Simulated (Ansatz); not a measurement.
TiRh₃, DFT, LDA, PAW with Ansatz's default frozen-core files, scalar-relativistic (Ansatz 0.2.0), run on 1 thread of Arm Neoverse V1 on a shared host.

The cell comes from COD entry 1537861, which wasn't checked; take it as a given geometry. The listed cell was then made from it by scaling, straining or moving an atom.

Command: `ansatz run input.yaml --threads 1 --pin off --max-ram 4096MiB --backend cpu --events-out ev --progress --plain --runs-dir out`

```yaml
crystal:
  lattice:
    - [3.8346977677, 0.0, 0.0]
    - [0.0, 3.8346977677, 0.0]
    - [0.0, 0.0, 3.8346977677]
  atoms:
    - { symbol: Ti, position: [0.0, 0.0, 0.0] }
    - { symbol: Rh, position: [0.0, 0.5, 0.5] }
    - { symbol: Rh, position: [0.5, 0.0, 0.5] }
    - { symbol: Rh, position: [0.5, 0.5, 0.0] }
kpoints:
  mp_grid: { grid: [10, 10, 10] }
scf:
  occupations: { method: fermi_dirac, width: 0.03 }
hamiltonian:
  xc: lda
  pseudopotentials: { kind: paw }
output:
  forces: true
  stress: true
  eigenvalues: true
  efg: { contact_densities: true }
  write_density: true
  write_potential: true
  elf: true
  volumetric_format: npy
```

(1) How large is the problem that the program sets up?

(2) Estimate the wall time and the peak memory.

(3) And the same cell and mesh by all-electron PAW (datasets made for this crystal), asked for forces, stress, eigenvalues, efg, on the same hardware?

## Answers

(1) 56 irreducible k-points, 1141 plane waves at Γ, 38 bands.

(2) 9 s of wall time for 6 SCF iterations, with a peak of 0.44 GiB. Times on shared machines scatter by tens of per cent.

(3) 25 s, peak memory 0.75 GiB.
